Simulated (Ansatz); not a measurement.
**Structures of CsSe: which is lowest?**

Plane-wave DFT in Ansatz with scalar-relativistic PAW potentials, cutoff 420 eV, Γ-centred meshes chosen by cell and gap, Gaussian smearing with energies taken to zero width. Every cell was relaxed (cell and atoms) in a run of its own, within the symmetry of its start. Functional: PBE.

Relaxed structures (starts from databases or built by putting these elements on another compound's sites):
A. Fm-3m, 2 atoms in the computed cell, a = 7.348 Å; sites (symmetry × multiplicity) Cs m-3m × 4, Se m-3m × 4; start: built
B. Fd-3m, 4 atoms in the computed cell, a = 8.480 Å; sites (symmetry × multiplicity) Cs -43m × 8, Se -43m × 8; start: built

Question: Rank them by energy. Could pressure change the order?

Answer:
| structure | group | E − E(lowest) (meV/atom) | V (Å³/atom) | gap on mesh (eV) |
| --- | --- | --- | --- | --- |
| A | Fm-3m | 0.0 | 49.59 | 0.00 |
| B | Fd-3m | 15.2 | 38.11 | 0.00 |

A is lowest, 15 meV/atom under B. B is denser by 11.48 Å³/atom, so pressure favours it: ΔE/ΔV, with ΔE in eV and 1 eV/Å³ = 160.2 GPa, gives about 0.2 GPa for equal enthalpy if both cells were rigid, a rough figure since the two compress differently. Other structures may lie lower than all of these, and vibrations aren't counted.

Spin-orbit coupling is left out, which matters for the bands of heavy elements. Spin polarisation was left out, and a magnetic state may lie lower.